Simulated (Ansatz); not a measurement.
How far is PAW off for B$_{2}$W?

```xyz
3
Lattice="3.0200 0.0000 0.0000 -1.5100 2.6154 0.0000 0.0000 0.0000 3.0500" Properties=species:S:1:pos:R:3 pbc="T T T"
B     0.0000    1.7436    1.5250
B     1.5100    0.8718    1.5250
W     0.0000    0.0000    0.0000
```

Atom numbers follow the list: B1, B2, W3.

The cell comes from COD entry 1510851, which wasn't checked; take it as a given geometry.

Spin–orbit coupling is left out, though it moves levels of the heavy atoms by tenths of an eV or more.

Methods: DFT, LDA, PAW with Ansatz's default frozen-core files, scalar-relativistic (Ansatz 0.2.0); DFT, LDA, all-electron PAW with datasets made for the crystal, scalar-relativistic (Ansatz 0.2.0); DFT, LDA, all-electron LAPW, scalar-relativistic (Ansatz 0.2.0).

For PAW: a Γ-centred 14×14×12 k mesh, Fermi–Dirac smearing of 0.05 eV, cutoff 420 eV, no spin polarisation; the PAW files were made with PBE, and the program remakes their frozen cores for this functional. The crystal-made all-electron datasets (AE datasets) take a cutoff of 400 eV at this cell. LAPW targets a basis error of 0.5 meV/atom. The Ansatz runs share mesh, smearing and spin set-up. Plane-wave (PAW) pressures include the program's estimate of the Pulay term.

Stress and pressure are positive in compression.

Spin–orbit coupling is left out, which moves gradients at and beside heavy atoms by some per cent and at worst by a factor of two.

In a metal, gradients converge slowly with the k mesh: the values move by tens of per cent from one mesh to another, at times in sign, so only the comparison on one mesh counts.

Levels count from the Fermi level.

```json
{"quantity": "pressure (GPa)", "PAW": "22.28", "AE datasets": "22.10", "LAPW": "22.10"}
{"quantity": "stress xx (GPa)", "PAW": "16.76", "AE datasets": "16.60", "LAPW": "16.60"}
{"quantity": "stress zz (GPa)", "PAW": "?", "AE datasets": "33.11", "LAPW": "33.11"}
{"quantity": "highest filled level at A (eV)", "PAW": "-2.712", "AE datasets": "-2.713", "LAPW": "-2.713"}
{"quantity": "highest filled level at Γ (eV)", "PAW": "-3.708", "AE datasets": "-3.704", "LAPW": "-3.704"}
{"quantity": "lowest empty level at Γ (eV)", "PAW": "0.353", "AE datasets": "0.353", "LAPW": "0.353"}
{"quantity": "largest principal field gradient Vzz at W3 (10²¹ V/m²)", "PAW": "3.07", "AE datasets": "3.72", "LAPW": "–"}
```

**Question.** Give the missing entry: row "stress zz (GPa)", column "PAW".

**Answer.** 33.34.
